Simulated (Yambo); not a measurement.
LiBr (wurtzite, space group P6_3mc, No. 186), G0W0@LDA in Yambo (3×3×2 mesh, plasmon pole; 8 Ry block, no terminator). The number N of bands in W and G is varied.

```
N    x = 1/N  gap Γ → Γ (eV)  shift of the valence edge (eV)
---  -------  --------------  ------------------------------
58   0.01724           7.248                          -1.187
92   0.01087           7.339                          -1.395
132  0.00758           7.410                          -1.530
174  0.00575               ?                               ?
```

Basis-set arguments suggest E = E∞ + A x. Fix A and E∞ from the two rows above the withheld one, predict the row at 174 bands, and test the form.

Gap: A = (7.410 − (7.339))/(0.00758 − 0.01087) = -21.6, E∞ = 7.574 eV, so 7.449 eV is predicted; the run gave 7.453 eV (miss 4 meV). The first two rows have slope -14.3, so the form doesn't hold yet over the whole range. Shift: A = (-1.530 − (-1.395))/(0.00758 − 0.01087) = 41.0, E∞ = -1.841 eV, so -1.605 eV is predicted; the run gave -1.610 eV (miss 5 meV). The first two rows have slope 32.7, so the form doesn't hold yet over the whole range. The other settings are held fixed.

Spin-orbit coupling is not included.

Geometry relaxed with LDA; primitive cell a = 4.046 Å, b = 4.046 Å, c = 6.482 Å, α = 90.00°, β = 90.00°, γ = 120.00°.

This is not the ordinary phase of the substance; no match was found in the copy of COD used, and its stability was not checked.

A shift is the quasiparticle energy of the state minus its LDA energy.
